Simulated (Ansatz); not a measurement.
Given:

InPt3:
```cif
data_InPt3
_chemical_formula_sum 'In1 Pt3'
_space_group_name_H-M_alt 'Pm-3m'
_space_group_IT_number 221
_space_group_name_Hall '-P 4 2 3'
_cell_length_a 4.01419
_cell_length_b 4.01419
_cell_length_c 4.01419
_cell_angle_alpha 90.000
_cell_angle_beta 90.000
_cell_angle_gamma 90.000
loop_
_atom_site_label
_atom_site_type_symbol
_atom_site_symmetry_multiplicity
_atom_site_Wyckoff_symbol
_atom_site_fract_x
_atom_site_fract_y
_atom_site_fract_z
_atom_site_occupancy
In1 In 1 a 0.00000 0.00000 0.00000 1
Pt1 Pt 3 c 0.00000 0.50000 0.50000 1
```

This is the r²SCAN-relaxed structure.

Question: All from plane-wave PAW r²SCAN (Ansatz code), unless another level is named. Estimate the formation energy from the elements (no fitted shifts).

Answer: -0.44 eV/atom.

Question: What about the density of states at the Fermi level?

Answer: 0.80 states/eV per atom (mean over ±0.08 eV).

The workflow started from a Materials Project entry (that database holds measured and hypothetical structures alike); the Crystallography Open Database files this formula in space group No. 221, but the cells were not matched. Whether it is the stable phase at ambient conditions was not checked. The cell was relaxed with r²SCAN under the symmetry of its start; whether a distortion lowers the energy is not shown. The run is not spin-polarised. The references are the lowest solids computed at this level, not always the standard phases. Scalar-relativistic: spin–orbit coupling is off unless named, which matters more the heavier the elements.

Potentials: the later of the program's two PAW sets.
